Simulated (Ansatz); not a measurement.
Values for one crystal, relaxed and computed with plane-wave PAW r²SCAN (Ansatz code); other levels are named.

* **Volume per atom**: 11.46 Å³
* **Band gap**: 6.87 eV (direct)
* **Conduction-band minimum**: at Γ
* **Valence-band maximum**: at Γ
* **Electron effective mass with spin–orbit coupling**: 0.46, 0.46, 0.49 mₑ (principal values)
* **Gap with spin–orbit coupling**: 6.87 eV
* **Hole effective mass**: 2.1, 2.1, 16 mₑ (principal values)

Which of these materials gives this?
A. BAsO4, I-4 (B on 2d, As on 2a, O on 8g)
B. ZrO2, P4_2/nmc (Zr on 2a, O on 4d)
C. CsZn4P3, P4/mmm (Cs on 1b, Zn on 4i, P on 2h, P on 1a)
D. LuPO4, I4_1/amd (Lu on 4a, P on 4b, O on 16h)

D, LuPO4, I4_1/amd (Lu on 4a, P on 4b, O on 16h)

The workflow started from an entry of the Crystallography Open Database (COD, 298 K). Whether it is the stable phase at ambient conditions was not checked. The cell was relaxed with r²SCAN under the symmetry of its start; whether a distortion lowers the energy is not shown. Scalar-relativistic: spin–orbit coupling is off unless named, which matters more the heavier the elements.

Potentials: the later of the program's two PAW sets.
